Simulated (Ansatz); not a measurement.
Convergence of CsRb3 with the k-point mesh

Computed with DFT PBEsol, scalar-relativistic, plane waves, PAW in Ansatz 0.2.0.

```cif
data_structure
_symmetry_space_group_name_H-M 'P 1'
_symmetry_Int_Tables_number 1
_cell_length_a 9.0583
_cell_length_b 9.1351
_cell_length_c 9.0743
_cell_angle_alpha 131.869
_cell_angle_beta 131.564
_cell_angle_gamma 70.838
_cell_volume 409.43
loop_
_atom_site_label
_atom_site_type_symbol
_atom_site_fract_x
_atom_site_fract_y
_atom_site_fract_z
_atom_site_occupancy
Cs1 Cs 0.00156 0.99693 0.00101 1
Rb1 Rb 0.72796 0.25743 0.48746 1
Rb2 Rb 0.24038 0.76253 0.50039 1
Rb3 Rb 0.50199 0.50043 0.99959 1
```

- plane-wave cutoff: 420 eV
- occupation rule: Gaussian smearing, 0.1 eV
- spin treatment: unpolarised

The atoms are held and the k-point mesh is swept. Energies are extrapolated to zero smearing and count from the reference run, 4×4×6. The cell was strained and its atoms displaced at random, so that forces don't vanish. The meshes are Γ-centred. Spin–orbit coupling is left out. Pressure is positive in compression.

```
 mesh  ΔE (meV/atom) P (GPa) largest change of a force component (eV/Å) irreducible points
1×1×1           12.5    -0.97                                       0.006                   1
2×2×2          -37.3    -0.27                                       0.003                   8
4×4×4          -0.61    -0.25                                       0.001                  36
4×4×6           0.00    -0.24                                       0.000                  52
```